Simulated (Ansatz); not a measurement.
SiO$_{2}$:
```cif
data_O4Si2
_chemical_formula_sum 'Si2 O4'
_space_group_name_H-M_alt 'P42/mnm'
_space_group_IT_number 136
_space_group_name_Hall '-P 4n 2n'
_cell_length_a 4.19451
_cell_length_b 4.19451
_cell_length_c 2.67822
_cell_angle_alpha 90.000
_cell_angle_beta 90.000
_cell_angle_gamma 90.000
loop_
_atom_site_label
_atom_site_type_symbol
_atom_site_symmetry_multiplicity
_atom_site_Wyckoff_symbol
_atom_site_fract_x
_atom_site_fract_y
_atom_site_fract_z
_atom_site_occupancy
Si1 Si 2 a 0.00000 0.00000 0.00000 1
O1 O 4 f 0.30605 0.30605 0.00000 1
```

Relaxed with PBEsol. PBEsol (plane waves, PAW; program Ansatz) gives a gap of 5.36 eV.

Question: What gap does HSE06 give on the same cell (Ansatz, PAW)?

Answer: 7.51 eV, 2.14 eV more. The hybrid was solved on a coarser mesh and at special points; the gap given is the minimum over both.

| k | v1 PBEsol | c1 PBEsol | v1 HSE06 | c1 HSE06 |
|---|---|---|---|---|
| Γ | 0.00 | 5.36 | 0.00 | 7.51 |
| Z | -2.67 | 8.88 | [?] | [?] |
| M | -2.27 | 7.20 | [?] | [?] |
| A | -1.55 | 6.98 | [?] | [?] |
| R | -1.76 | 8.59 | -1.83 | 10.90 |
| X | -1.07 | 7.51 | [?] | [?] |

Question: Top valence (v1) and lowest conduction level (c1) in eV from each method's valence maximum (which need not be a listed point): supply the withheld HSE06 values.

Answer: 
- M, v1 HSE06: -2.38
- M, c1 HSE06: 9.47
- Z, v1 HSE06: -2.80
- Z, c1 HSE06: 11.26
- A, v1 HSE06: -1.64
- A, c1 HSE06: 9.21
- X, v1 HSE06: -1.07
- X, c1 HSE06: 9.77

Cost on shared cores: the PBEsol run (SCF on a 7×7×10 mesh, then bands and DOS) very roughly 14 core-seconds, the HSE06 run (SCF on 4×4×6, then a few points) about 40 core-seconds (a rough figure); the tasks are unlike.

Space group P4_2/mnm (rutile). This is a known high-pressure phase of the composition, computed here at zero pressure and temperature. The cell was relaxed with PBEsol under the symmetry of its start; its stability against distortions is not shown here.

Potentials: the earlier of the program's two PAW sets. The files were generated under PBE; for other functionals the program regenerates the frozen cores, and for LDA and PBEsol the local potential too.
